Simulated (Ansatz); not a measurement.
Task: Name crystals whose computed values (plane-wave PAW r²SCAN (Ansatz code)) fall in these windows: B₀ by P(V) fit (GPa) 37 to 45; HSE06 gap (eV) 1.4 to 1.8; electron conductivity mass (mₑ) 0.086 to 0.11.

Result: 

| crystal | B₀ by P(V) fit (GPa) | HSE06 gap (eV) | electron conductivity mass (mₑ) |
|---|---|---|---|
| CdTe, wurtzite | 40.1 | 1.55 | 0.093 |
| CdTe, zinc blende | 40.3 | 1.51 | 0.090 |
Others may fit too.

Not the usual ambient phase: CdTe, wurtzite. All cells were relaxed under the symmetry of their starts (and spin orders); stability against distortions was not tested throughout. Scalar-relativistic: spin–orbit coupling is off unless named, which matters more the heavier the elements.

Potentials: the later of the program's two PAW sets.
